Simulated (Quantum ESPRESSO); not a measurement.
# Au2Ta3Sn2Pt: input and log of a self-consistent run

Computed values, not a measurement. The program is pw.x of Quantum ESPRESSO 7.5 (plane-wave density functional theory). The cell is made up: eight metal atoms on a hexagonal close-packed lattice, with elements, volume, strain and displacements drawn at random and not relaxed, so it may be unstable or far from any real phase. PseudoDojo standard norm-conserving files set the functional (PBE unless stated); there is no spin polarisation or spin-orbit coupling, the Fermi-Dirac width of 0.25 eV means electrons at about 2900 K, and the masses in the input are unused placeholders. The tin pseudopotential is less sure than most, with forces differing by about three percent from a second method on plain tin. Heavy elements are run without spin-orbit coupling, which real alloys of them have. A spin test at this wide smearing found no moment, but such smearing suppresses magnetism that the real alloy may have.

Input:

```
&control calculation='scf', pseudo_dir='./dojo.nc.sr.pbe.v0_5.standard.upf', outdir='./o', disk_io='minimal', tprnfor=.true., tstress=.true. /
&system ibrav=0, nat=8, ntyp=4, nbnd=75, ecutwfc=84.00895049, nosym=.true., tot_charge=0,
 occupations='smearing', smearing='fd', degauss=0.0183746611
/
&electrons conv_thr=1.470e-08, electron_maxstep=70, mixing_beta=0.5 /
ATOMIC_SPECIES
Au 1.0 Au.upf
Pt 1.0 Pt.upf
Sn 1.0 Sn.upf
Ta 1.0 Ta.upf
CELL_PARAMETERS angstrom
-0.0241 0.0171 4.881
5.8223 0.0286 -0.0291
-2.8863 5.1862 0.0324
ATOMIC_POSITIONS angstrom
Au 0.0835 0.117 -0.0424
Au -1.4901 2.5082 -0.0316
Ta 2.8787 0.049 -0.0041
Ta 1.4396 2.6495 0.0636
Sn 0.0377 1.6189 2.457
Ta -1.4278 4.3575 2.4513
Sn 2.9333 1.67 2.4104
Pt 1.3891 4.4523 2.6335
K_POINTS automatic
5 5 5 1 1 1
```

The log is shortened where brackets say so; the opening notice, blank lines, dates and the lines on written files are dropped, and the path of the files is cut. It prints rydbergs, bohrs and kilobars, and counts compression as positive stress. Its total energy is the free energy E - TS of the whole cell.

```
     Program PWSCF v.7.5
     Parallel version (MPI & OpenMP), running on       4 processor cores
     Number of MPI processes:                 4
     Threads/MPI process:                     1
     [start-up lines left out]
     bravais-lattice index     =            0
     lattice parameter (alat)  =       9.2239  a.u.
     unit-cell volume          =     997.2841 (a.u.)^3
     number of atoms/cell      =            8
     number of atomic types    =            4
     number of electrons       =       123.00
     number of Kohn-Sham states=           75
     kinetic-energy cutoff     =      84.0090  Ry
     charge density cutoff     =     336.0358  Ry
     scf convergence threshold =      1.5E-08
     mixing beta               =       0.5000
     number of iterations used =            8  plain     mixing
     Exchange-correlation= PBE
                           (   1   4   3   4   0   0   0)
     [axes and pseudopotential details left out]
   Cartesian axes
     site n.     atom                  positions (alat units)
         1        Au     tau(   1) = (   0.0171068   0.0239701  -0.0086866  )
         2        Au     tau(   2) = (  -0.3052802   0.5138607  -0.0064740  )
         3        Ta     tau(   3) = (   0.5897659   0.0100387  -0.0008400  )
         4        Ta     tau(   4) = (   0.2949342   0.5428091   0.0130299  )
         5        Sn     tau(   5) = (   0.0077237   0.3316678   0.5033712  )
         6        Ta     tau(   6) = (  -0.2925167   0.8927310   0.5022035  )
         7        Sn     tau(   7) = (   0.6009519   0.3421367   0.4938242  )
         8        Pt     tau(   8) = (   0.2845881   0.9121529   0.5395312  )
     number of k points=    63  Fermi-Dirac smearing, width (Ry)=  0.0184
                       cart. coord. in units 2pi/alat
        k(    1) = (   0.0836459   0.1400445   0.0999242), wk =   0.0320000
        k(    2) = (   0.0827205   0.3277673   0.0992620), wk =   0.0320000
     [further k points left out]
     Dense  grid:   103721 G-vectors     FFT dimensions: (  54,  72,  72)
     Estimated max dynamical RAM per process >     441.22 MB
     Estimated total dynamical RAM >       1.65 GB
     Initial potential from superposition of free atoms
     starting charge     122.9938, renormalised to     123.0000
     Starting wfcs are   78 randomized atomic wfcs
     total cpu time spent up to now is        7.7 secs
     per-process dynamical memory:   351.9 Mb
     Self-consistent Calculation
     iteration #  1     ecut=    84.01 Ry     beta= 0.50
     Davidson diagonalization with overlap
     ethr =  1.00E-02,  avg # of iterations =  3.4
     total cpu time spent up to now is       27.5 secs
     total energy              =   -1558.91003115 Ry
     estimated scf accuracy    <       1.75920413 Ry
     iteration #  2     ecut=    84.01 Ry     beta= 0.50
     Davidson diagonalization with overlap
     ethr =  1.43E-03,  avg # of iterations =  3.0
     total cpu time spent up to now is       49.6 secs
     total energy              =   -1559.29144668 Ry
     estimated scf accuracy    <       4.16606589 Ry
     iteration #  3     ecut=    84.01 Ry     beta= 0.50
     Davidson diagonalization with overlap
     ethr =  1.43E-03,  avg # of iterations =  2.1
     total cpu time spent up to now is       68.5 secs
     total energy              =   -1559.75081657 Ry
     estimated scf accuracy    <       0.40183757 Ry
     iteration #  4     ecut=    84.01 Ry     beta= 0.50
     Davidson diagonalization with overlap
     ethr =  3.27E-04,  avg # of iterations =  2.0
     total cpu time spent up to now is       85.9 secs
     total energy              =   -1559.79092471 Ry
     estimated scf accuracy    <       0.10842077 Ry
     iteration #  5     ecut=    84.01 Ry     beta= 0.50
     Davidson diagonalization with overlap
     ethr =  8.81E-05,  avg # of iterations =  3.0
     total cpu time spent up to now is      104.4 secs
     total energy              =   -1559.80235266 Ry
     estimated scf accuracy    <       0.04889585 Ry
     [iterations 6 to 9 left out]
     iteration # 10     ecut=    84.01 Ry     beta= 0.50
     Davidson diagonalization with overlap
     ethr =  1.85E-07,  avg # of iterations =  1.0
     total cpu time spent up to now is      195.9 secs
     total energy              =   -1559.81007683 Ry
     estimated scf accuracy    <       0.00005061 Ry
     iteration # 11     ecut=    84.01 Ry     beta= 0.50
     Davidson diagonalization with overlap
     ethr =  4.11E-08,  avg # of iterations =  2.0
     total cpu time spent up to now is      214.0 secs
     total energy              =   -1559.81008517 Ry
     estimated scf accuracy    <       0.00000230 Ry
     iteration # 12     ecut=    84.01 Ry     beta= 0.50
     Davidson diagonalization with overlap
     ethr =  1.87E-09,  avg # of iterations =  2.9
     total cpu time spent up to now is      233.4 secs
     total energy              =   -1559.81008576 Ry
     estimated scf accuracy    <       0.00000057 Ry
     iteration # 13     ecut=    84.01 Ry     beta= 0.50
     Davidson diagonalization with overlap
     ethr =  4.60E-10,  avg # of iterations =  2.0
     total cpu time spent up to now is      251.0 secs
     total energy              =   -1559.81008584 Ry
     estimated scf accuracy    <       0.00000003 Ry
     iteration # 14     ecut=    84.01 Ry     beta= 0.50
     Davidson diagonalization with overlap
     ethr =  2.52E-11,  avg # of iterations =  2.6
     total cpu time spent up to now is      270.8 secs
     End of self-consistent calculation
     [lines on levels left out]
!    total energy              =   -1559.81008584 Ry
     estimated scf accuracy    <          5.4E-09 Ry
     smearing contrib. (-TS)   =      -0.09578781 Ry
     internal energy E=F+TS    =   -1559.71429803 Ry
     The total energy is F=E-TS. E is the sum of the following terms:
     one-electron contribution =    -398.16976441 Ry
     hartree contribution      =     271.59589274 Ry
     xc contribution           =    -328.92980494 Ry
     ewald contribution        =   -1104.21062142 Ry
     convergence has been achieved in  14 iterations
     Forces acting on atoms (cartesian axes, Ry/au):
     atom    1 type  1   force =    -0.01917405   -0.05760740    0.01334911
     atom    2 type  1   force =     0.00882342    0.05227957    0.00560450
     atom    3 type  4   force =     0.01457981   -0.02639513    0.00833281
     atom    4 type  4   force =     0.00349335    0.03542731   -0.00156134
     atom    5 type  3   force =    -0.02333034    0.03851461   -0.00633330
     atom    6 type  4   force =     0.00102040   -0.05074923   -0.00510035
     atom    7 type  3   force =    -0.00545347    0.04182911    0.00986549
     atom    8 type  2   force =     0.02004089   -0.03329884   -0.02415692
     Total force =     0.132651     Total SCF correction =     0.000325
     Computing stress (Cartesian axis) and pressure
          total   stress  (Ry/bohr**3)                   (kbar)     P=       39.73
   0.00065535   0.00000087   0.00001020           96.41        0.13        1.50
   0.00000087   0.00002469  -0.00001778            0.13        3.63       -2.62
   0.00001020  -0.00001778   0.00013011            1.50       -2.62       19.14
     init_run     :      7.26s CPU      7.49s WALL (       1 calls)
     electrons    :    257.33s CPU    263.13s WALL (       1 calls)
     forces       :      3.01s CPU      3.03s WALL (       1 calls)
     stress       :     10.34s CPU     10.62s WALL (       1 calls)
     [timing details left out]
     PWSCF        :   4m38.18s CPU   4m44.53s WALL
     JOB DONE.
```

In other units: free energy -21222.297 eV for the cell, pressure 3.97 GPa, largest force component 1.481 eV/Å in size. The run took 286 s of wall time with four MPI processes on a shared machine (Intel Xeon, 2023 or later, virtual cores), so the time is rough. A rerun of this cell at a higher cutoff and on a denser mesh moved values by no more than 0.005 eV in energy, 0.05 GPa in stress and 0.007 eV/Å in force, and a second program with other atomic files agreed on that cell to 2 % rms in force and 0.5 GPa in pressure.